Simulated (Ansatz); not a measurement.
Two states of RbVF₃

```
Rb F V
1.0
     8.34846    0.00000    0.00000
     0.00000    4.17423    0.00000
     0.00000    0.00000    4.17423
Rb F V
2 6 2
Direct
  0.00000 0.00000 0.00000
  0.50000 0.00000 0.00000
  0.25000 0.50000 0.00000
  0.75000 0.50000 0.00000
  0.00000 0.50000 0.50000
  0.50000 0.50000 0.50000
  0.25000 0.00000 0.50000
  0.75000 0.00000 0.50000
  0.25000 0.50000 0.50000
  0.75000 0.50000 0.50000
```

The numbers come from plane-wave PAW DFT (Ansatz): r2SCAN, with U_eff = 1.19 eV on V d (all-electron-ortho-atomic projectors), 500 eV, 3×6×6 Γ-centred k points, fermi-dirac occupations (width 0.0303 eV). Nothing was relaxed.

State A: V9 up, V10 down (collinear spin). State B: V9 up, V10 up (collinear spin).

Question: Compare the two self-consistent states.

Answer: State A is lower by 2.2 meV an atom at zero smearing.

```csv
state,free energy (meV/atom),largest moment in a small sphere (μB),net moment (μB/cell),gap on mesh (eV),pressure (GPa),largest force (eV/Å)
A,0.0,2.28,0.00,2.91,0.8,0.00
B,2.2,2.28,6.00,2.69,0.9,0.00
```

Origin: a database entry at a rescaled volume. Caveats: an odd or shifted mesh can miss the band edges, so this level's true gap may be smaller.
